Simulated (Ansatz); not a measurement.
Sb (A7 type, space group R-3m)

```
Sb
1.0
    2.13423     1.23220     3.57258
   -2.13423     1.23220     3.57258
    0.00000    -2.46440     3.57258
Sb
2
Cartesian
  0.00000   0.00000   2.56051
  0.00000   0.00000   8.15722
```

The slice is a (1 -1 0 2) plane (indices of the conventional cell) through the point (0.761, 0.761, 0.761) (fractional), spanned by u = [1 0 -1] and v = [010] in vectors of this cell: u (4.27 Å) and v (4.34 Å, at 90° to u). It covers one period; positions are fractions (u, v).

Level of theory: PBEsol-D3(BJ) (plane waves to 420 eV, PAW, scalar-relativistic; Ansatz, an electronic-structure program). k mesh 13×13×13. Inside the PAW spheres the values are not all-electron values, and peaks at nuclei hang on which shells count as valence. Sb was relaxed with its symmetry unable to fall. Spin-orbit coupling is left out, though Sb is heavy.

Problem. Sketch the electron localisation function (ELF) on this plane as a map.

Solution. 
```
|xxxx034556643110011346655430xxx|
|xxxx135566642100001246665531xxx|
|xxx13455665421100112456655431xx|
|0013455666532211112235666554310|
|2334556676543322223345676655433|
|4555666766544445544445667666555|
|5666677765556667766655567776666|
|6667777666677777777776666777766|
|7777776666777777777777666677777|
|7777665667776666666677766566777|
|6555555677766655556667776555555|
|3333345676665544445566676543333|
|2222346666554321123455666643222|
|111234666554310xx01345566643211|
|0012356665531xxxxxx135566653210|
|0012356655420xxxxxx024556653210|
|0112466655420xxxxxx024556664211|
|1123467655420xxxxxx024556764321|
|2234567655420xxxxxx024556765432|
|33456787654310xxxx0134567876543|
|5556778865542100001245568877655|
|6667789976544321123445679987766|
|5667889997654443344456799988766|
|5556789998765544445567899987655|
|4455678999876555555678999876554|
|4444567899987665566789998765444|
|2234456789987766667789987654432|
|0012345678877665566778876543210|
|xxx02455788765444456788755420xx|
|xxxx134567765433334567765431xxx|
|xxxx034566754321123457665430xxx|
|xxxx024556653211112356655420xxx|
```
Scale: ten equal steps from 0.06 (start of '0') to 0.64 (end of '9'), in the order '0123456789'. Values: electron localisation function (ELF). The map has 31 points along u (one character each, u = 0 at the left) and 32 along v (v = 0 in the bottom row). Points within 0.5 Å of a nucleus are blanked (x), as the pseudised field means little there.
